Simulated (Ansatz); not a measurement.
This Zr3W4Se structure is the end of a relaxation. The cell was found from a structure generator's guess, not taken from experiment.

Computed with DFT PBE, scalar-relativistic, plane waves, PAW in Ansatz. Cutoff 420 eV, Γ-centred mesh, Gaussian smearing, no spin polarisation.

```yaml
crystal:
  lattice:
    - [3.86291, 0.00000, 0.00000]
    - [0.00000, 3.86291, 0.00000]
    - [0.00000, 0.00000, 9.88694]
  atoms:
    - { symbol: Zr, position: [0.00000, 0.00000, 0.75082] }
    - { symbol: Zr, position: [0.50000, 0.50000, 0.25909] }
    - { symbol: Zr, position: [0.50000, 0.50000, 0.75795] }
    - { symbol: W, position: [0.50000, 0.00000, 0.00121] }
    - { symbol: W, position: [0.50000, 0.00000, 0.50792] }
    - { symbol: W, position: [0.00000, 0.50000, 0.00121] }
    - { symbol: W, position: [0.00000, 0.50000, 0.50792] }
    - { symbol: Se, position: [0.00000, 0.00000, 0.21389] }
```

Energies over the elements count from the elements' standard structures at the same level, with no fitted energy shifts.

Q: Find its symmetry and describe it.

A: P4mm (No. 99). Conventional cell: a = 3.863 Å, c = 9.887 Å. Around Zr on its first site lie 4 Zr at 2.73 Å and 8 W at 3.08–3.14 Å; Zr on its second site has 4 Se at 2.77 Å and 8 W at 3.13–3.20 Å; W on its first site is surrounded by 4 W at 2.73 Å, 2 Se at 2.86 Å and 6 Zr at 3.08–3.20 Å; Se is surrounded by 4 Zr at 2.77 Å, 4 W at 2.86 Å and 4 W at 3.49 Å; 2 more sites not described.

Q: How far does it lie from the elements in energy?

A: +0.25 eV/atom. The separate elements lie lower, so it is unstable against them.

Q: Is it a metal?

A: Yes, bands cross the Fermi level on the 8×8×4 mesh.

Q: From what recipe could a structure generator have reached it?

A: One such recipe: species swapped into a database cell of Fe4Te3Se (P4mm, No. 99). Other recipes can lead to the same cell.

The last run used an 8×8×4 mesh (in the run's order of axes) for its 8-atom cell and Gaussian smearing of 0.10 eV. Spin–orbit coupling, which can matter for W, is left out. The reference form of Se is held partly by dispersion forces, which this level lacks. A structure relaxed within its symmetry needn't be a true minimum. Another cell of the same search, in Amm2, lies 0.47 eV/atom lower, so this cell isn't the stable form at this level.
